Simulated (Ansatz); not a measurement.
**Symmetry broken, then relaxed in CaB₂**

The calculation used DFT PBE, scalar-relativistic, plane waves, PAW (Ansatz 0.2.0). Cutoff 420 eV, Γ-centred 12×12×8 k-points, Gaussian smearing of 0.15 eV. No spin polarisation. Energies are free energies at this smearing, counted from the undisturbed cell; pressure is positive in compression.

Zero of the scan (relaxed at this level; it needn't be the usual structure):

```
CELL_PARAMETERS angstrom
3.21919 0.00000 0.00000
-1.60959 2.78790 0.00000
0.00000 0.00000 4.07152
ATOMIC_POSITIONS crystal
Ca 0.00000 0.00000 0.00000
B 0.33333 0.66667 0.50000
B 0.66667 0.33333 0.50000
```

The atoms are displaced (Å, in the unstrained cell):

```tsv
atom	ux	uy	uz
Ca1	-0.032	0.040	-0.057
B2	-0.026	-0.046	0.042
B3	0.059	0.005	0.015
```

Cell and atoms are then relaxed.

Question: Does the relaxation return to the undisturbed structure?

Answer: Yes (up to a choice of domain or origin): same space group and volume, and an energy 0.0 meV/atom from it. The disturbance itself cost 18.7 meV/atom. The final space group reads P6/mmm (tolerance 0.05 Å) and the volume changes by 0.00 %.

Final structure:

```
Ca B
1.0
     3.22042   -0.00035    0.00000
    -1.61051    2.78955    0.00000
     0.00000    0.00000    4.06798
Ca B
1 2
Direct
  0.00000 0.00000 0.00000
  0.33334 0.66671 0.50000
  0.66666 0.33329 0.50000
```

The relaxation, step by step (energy from the first step; small jumps at an unchanged geometry come where the plane waves are selected anew for the new cell):

```tsv
step	ΔE (meV/atom)	largest force component (eV/Å)	pressure (GPa)
1	0.0	0.618	0.98
2	-4.8	0.494	1.72
3	-12.1	0.195	0.49
4	-15.5	0.168	-0.45
5	-18.7	0.002	0.11
6	-18.7	0.000	0.00
7	-18.7	0.000	0.00
```

Cost: 3 runs of about 7.2 core-minutes in all, on Intel Xeon Processor @ 2.50GHz (Skylake/Cascade Lake) (shared hosts).